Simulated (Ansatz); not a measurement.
**B2P: relaxation step by step**

Recipe of this trial structure of B2P: 3-, 4-connected net, elements by coordination (Imma, No. 74). The dimensions are guesses.

```
CELL_PARAMETERS angstrom
-2.68024 3.51962 1.88411
2.68024 -3.51962 1.88411
2.68024 3.51962 -1.88411
ATOMIC_POSITIONS crystal
B 0.88246 0.80594 0.07651
B 0.22943 0.80594 0.42349
B 0.11754 0.19406 0.92349
B 0.77057 0.19406 0.57651
P 0.00000 0.50000 0.00000
P 0.00000 0.00000 0.50000
```

Level of theory: DFT PBE, scalar-relativistic, plane waves, PAW (Ansatz). Cutoff 420 eV, Gaussian smearing, Γ-centred meshes. Cell and atoms relax first on a coarse mesh and then on a finer one. In between, the cell is made exact in the group found at 0.06 Å. In metals the finer mesh still leaves noise of several meV/atom or more. The steps can't lower the symmetry of their start. No spin polarisation.

Steps on the 6×6×6 mesh (6 atoms, 11 steps). The free energy counts from the last step; the plane-wave basis is renewed at times, which shifts energy and pressure.

```csv
step,ΔF (meV/atom),V (Å³/atom),P (GPa),largest force component (eV/Å)
1,774.5,11.85,20.11,2.747
2,541.0,11.95,10.65,1.540
3,381.7,11.85,2.57,0.792
4,233.1,11.46,-2.67,1.495
5,72.9,10.93,-3.21,1.465
6,37.0,10.25,6.78,1.901
7,4.0,10.57,0.22,0.041
8,4.0,10.61,-0.23,0.015
9,0.1,10.61,0.08,0.019
10,0.0,10.60,0.05,0.023
11,0.0,10.60,0.05,0.023
```

The relaxed structure, after a last relaxation on the converged mesh:

```
B P
1.0
     1.51175   -3.31922    0.00000
     1.51175    3.31922    0.00000
     0.00000    0.00000    3.16371
B P
2 1
Direct
  0.19394 0.80606 0.00000
  0.80606 0.19394 0.00000
  0.00000 0.00000 0.50000
```

The symmetry goes from Imma (No. 74) to Cmmm (No. 65), and the primitive cell from 6 to 3 atoms. The volume per atom shrinks by 10.7 %, from 11.8 to 10.6 Å³. The shortest distance goes from 1.82 Å (B–B) to 1.69 Å (B–B). The energy falls by about 0.78 eV/atom (the start's value is from the coarse mesh). The end is written in a standard setting, so origin, axes and order of atoms can differ from the start's. Around B lie 2 B at 1.69 Å and 2 P at 2.04 Å; P has 4 B at 2.04 Å.

| Quantity | Value |
| --- | --- |
| Volume per atom | 10.58 Å³ |
| Density | 2.75 g/cm³ |
| Energy over the elements | +0.40 eV/atom |
| Gap on the 16×16×14 mesh of the 3-atom cell | 0 eV (a metal) |

Energies over the elements count from the elements' standard structures at the same level, with no fitted energy shifts. The references include black phosphorus.

The last run used Gaussian smearing of 0.10 eV. An odd number of electrons in the primitive cell allows no gap without spin; a larger cell or a magnetic state could open one. The cell is a metal run without spin; a magnetic state may lie lower. The reference form of P is held partly by dispersion forces, which this level lacks. A structure relaxed within its symmetry needn't be a true minimum. In all, the 3 runs took 80 s on 1 thread of Intel(R) Xeon(R) Platinum 8488C (Sapphire Rapids) (shared host).
